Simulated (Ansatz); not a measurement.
Input, command and steps of an Ansatz relaxation.

```yaml
crystal:
  lattice:
    - [8.8528622879, 0.0, 0.0]
    - [0.0, 5.5515261781, 0.0]
    - [0.0, 0.0, 4.3373682079]
  atoms:
    - { symbol: Ba, position: [0.25, 0.75, 0.0] }
    - { symbol: Ba, position: [0.25, 0.25, 0.0] }
    - { symbol: Ba, position: [0.75, 0.75, 0.0] }
    - { symbol: Ba, position: [0.75, 0.25, 0.0] }
    - { symbol: S, position: [0.25, 0.0, 0.5112664087] }
    - { symbol: S, position: [0.75, 0.0, 0.4887335913] }
basis:
  ecutwfc: 420
kpoints:
  mp_grid: { grid: [2, 4, 4] }
hamiltonian:
  xc: pbe
scf:
  occupations: { method: gaussian, width: 0.1 }
  lower_state_search: "off"
output:
  forces: true
  stress: true
  eigenvalues: true
relax:
  adjacent_minimum: "off"
  f_tol: 0.04
  max_steps: 70
  cell: { stress_tol: 0.4 }
```

```bash
ansatz run input.yaml --threads 1 --pin off --max-ram 2560MiB --backend cpu --events-out ev --progress --plain --runs-dir out
```

Level of theory: DFT PBE, scalar-relativistic, plane waves, PAW in Ansatz.

Of 22 frames 10 are shown, positions in Å and forces in eV/Å; the SCF threshold varies from step to step. Steps run on the plane waves of an earlier cell, with a Pulay correction in the pressure. The basis is chosen afresh for the last frame, the zero of the energies, and at times for earlier ones too; energy and pressure step there, also at an unchanged geometry. Here that happened at step 20 (-31 meV/atom, 0.8 GPa); the frames before carry an error of that size.

```xyz
6
Lattice="8.8529 0.0000 0.0000 0.0000 5.5515 0.0000 0.0000 0.0000 4.3374" Properties=species:S:1:pos:R:3:forces:R:3 pbc="T T T" step=1 free_energy_over_end_meV_per_atom=1699.95 pressure_GPa=22.40
Ba    2.2132    4.1636    0.0000    0.0000   -1.8450    0.7107
Ba    2.2132    1.3879    0.0000    0.0000    1.8450    0.7107
Ba    6.6396    4.1636    0.0000    0.0000   -1.8450   -0.7107
Ba    6.6396    1.3879    0.0000    0.0000    1.8450   -0.7107
S     2.2132    0.0000    2.2176    0.0000    0.0000   -1.4191
S     6.6396    0.0000    2.1198    0.0000    0.0000    1.4191
6
Lattice="8.8054 0.0000 0.0000 0.0000 6.0927 0.0000 0.0000 0.0000 4.5772" Properties=species:S:1:pos:R:3:forces:R:3 pbc="T T T" step=3 free_energy_over_end_meV_per_atom=846.98 pressure_GPa=8.64
Ba    2.2014    4.5423    0.0159    0.0000   -0.6161    0.0412
Ba    2.2014    1.5504    0.0159    0.0000    0.6161    0.0412
Ba    6.6041    4.5423   -0.0159    0.0000   -0.6161   -0.0412
Ba    6.6041    1.5504   -0.0159    0.0000    0.6161   -0.0412
S     2.2014    0.0000    2.3096    0.0000    0.0000   -0.0699
S     6.6041    0.0000    2.2676    0.0000    0.0000    0.0699
6
Lattice="8.7756 0.0000 0.0000 0.0000 6.9152 0.0000 0.0000 0.0000 4.5248" Properties=species:S:1:pos:R:3:forces:R:3 pbc="T T T" step=6 free_energy_over_end_meV_per_atom=409.57 pressure_GPa=2.48
Ba    2.1939    5.0788    0.2262    0.0000    0.0780    0.0434
Ba    2.1939    1.8364    0.2262    0.0000   -0.0780    0.0434
Ba    6.5817    5.0788   -0.2262    0.0000    0.0780   -0.0434
Ba    6.5817    1.8364   -0.2262    0.0000   -0.0780   -0.0434
S     2.1939    0.0000    2.4864    0.0000    0.0000    0.0968
S     6.5817    0.0000    2.0385    0.0000    0.0000   -0.0968
6
Lattice="8.6782 0.0000 0.0000 0.0000 7.4561 0.0000 0.0000 0.0000 4.4147" Properties=species:S:1:pos:R:3:forces:R:3 pbc="T T T" step=8 free_energy_over_end_meV_per_atom=284.75 pressure_GPa=0.71
Ba    2.1695    5.4710    0.2881    0.0000    0.1601    0.0817
Ba    2.1695    1.9851    0.2881    0.0000   -0.1601    0.0817
Ba    6.5086    5.4710   -0.2881    0.0000    0.1601   -0.0817
Ba    6.5086    1.9851   -0.2881    0.0000   -0.1601   -0.0817
S     2.1695    0.0000    2.4972    0.0000    0.0000    0.1093
S     6.5086    0.0000    1.9175    0.0000    0.0000   -0.1093
6
Lattice="8.4957 0.0000 0.0000 0.0000 7.8551 0.0000 0.0000 0.0000 4.3321" Properties=species:S:1:pos:R:3:forces:R:3 pbc="T T T" step=10 free_energy_over_end_meV_per_atom=207.91 pressure_GPa=0.14
Ba    2.1239    5.8111    0.6280    0.0000   -0.0281    0.1466
Ba    2.1239    2.0440    0.6280    0.0000    0.0281    0.1466
Ba    6.3718    5.8111   -0.6280    0.0000   -0.0281   -0.1466
Ba    6.3718    2.0440   -0.6280    0.0000    0.0281   -0.1466
S     2.1239    0.0000    2.8010    0.0000    0.0000    0.1293
S     6.3718    0.0000    1.5311    0.0000    0.0000   -0.1293
6
Lattice="7.3645 0.0000 0.0000 0.0000 7.8998 0.0000 0.0000 0.0000 4.5691" Properties=species:S:1:pos:R:3:forces:R:3 pbc="T T T" step=13 free_energy_over_end_meV_per_atom=116.92 pressure_GPa=-0.32
Ba    1.8411    5.8912    1.1733    0.0000    0.0878   -0.0313
Ba    1.8411    2.0086    1.1733    0.0000   -0.0878   -0.0313
Ba    5.5234    5.8912   -1.1733    0.0000    0.0878    0.0313
Ba    5.5234    2.0086   -1.1733    0.0000   -0.0878    0.0313
S     1.8411    0.0000    3.4627    0.0000    0.0000   -0.0625
S     5.5234    0.0000    1.1065    0.0000    0.0000    0.0625
6
Lattice="6.5111 0.0000 0.0000 0.0000 7.7384 0.0000 0.0000 0.0000 4.8507" Properties=species:S:1:pos:R:3:forces:R:3 pbc="T T T" step=15 free_energy_over_end_meV_per_atom=83.69 pressure_GPa=-0.12
Ba    1.6278    5.8267    1.2275    0.0000    0.1357   -0.0399
Ba    1.6278    1.9117    1.2275    0.0000   -0.1357   -0.0399
Ba    4.8833    5.8267   -1.2275    0.0000    0.1357    0.0399
Ba    4.8833    1.9117   -1.2275    0.0000   -0.1357    0.0399
S     1.6278    0.0000    3.6495    0.0000    0.0000   -0.0181
S     4.8833    0.0000    1.2012    0.0000    0.0000    0.0181
6
Lattice="5.6449 0.0000 0.0000 0.0000 7.5641 0.0000 0.0000 0.0000 5.2297" Properties=species:S:1:pos:R:3:forces:R:3 pbc="T T T" step=17 free_energy_over_end_meV_per_atom=45.64 pressure_GPa=0.88
Ba    1.4112    5.8002    1.3048    0.0000   -0.1218    0.0102
Ba    1.4112    1.7639    1.3048    0.0000    0.1218    0.0102
Ba    4.2337    5.8002   -1.3048    0.0000   -0.1218   -0.0102
Ba    4.2337    1.7639   -1.3048    0.0000    0.1218   -0.0102
S     1.4112    0.0000    3.9210    0.0000    0.0000    0.0012
S     4.2337    0.0000    1.3086    0.0000    0.0000   -0.0012
6
Lattice="5.6212 0.0000 0.0000 0.0000 7.4702 0.0000 0.0000 0.0000 5.4093" Properties=species:S:1:pos:R:3:forces:R:3 pbc="T T T" step=20 free_energy_over_end_meV_per_atom=6.16 pressure_GPa=0.82
Ba    1.4053    5.7203    1.3518    0.0000   -0.0171    0.0024
Ba    1.4053    1.7499    1.3518    0.0000    0.0171    0.0024
Ba    4.2159    5.7203   -1.3518    0.0000   -0.0171   -0.0024
Ba    4.2159    1.7499   -1.3518    0.0000    0.0171   -0.0024
S     1.4053    0.0000    4.0573    0.0000    0.0000   -0.0027
S     4.2159    0.0000    1.3519    0.0000    0.0000    0.0027
6
Lattice="5.5805 0.0000 0.0000 0.0000 7.6753 0.0000 0.0000 0.0000 5.5040" Properties=species:S:1:pos:R:3:forces:R:3 pbc="T T T" step=22 free_energy_over_end_meV_per_atom=0.00 pressure_GPa=0.02
Ba    1.3951    5.9029    1.3762    0.0000   -0.0295   -0.0006
Ba    1.3951    1.7725    1.3762    0.0000    0.0295   -0.0006
Ba    4.1854    5.9029   -1.3762    0.0000   -0.0295    0.0006
Ba    4.1854    1.7725   -1.3762    0.0000    0.0295    0.0006
S     1.3951    0.0000    4.1282    0.0000    0.0000   -0.0010
S     4.1854    0.0000    1.3757    0.0000    0.0000    0.0010
```

The start is a random arrangement. At the end the space group is Cmmm (tolerance 0.05 Å).

It took 4.6 min on 1 thread of Arm Neoverse V1, on a shared host, peak memory 0.48 GiB.

The k mesh is coarse.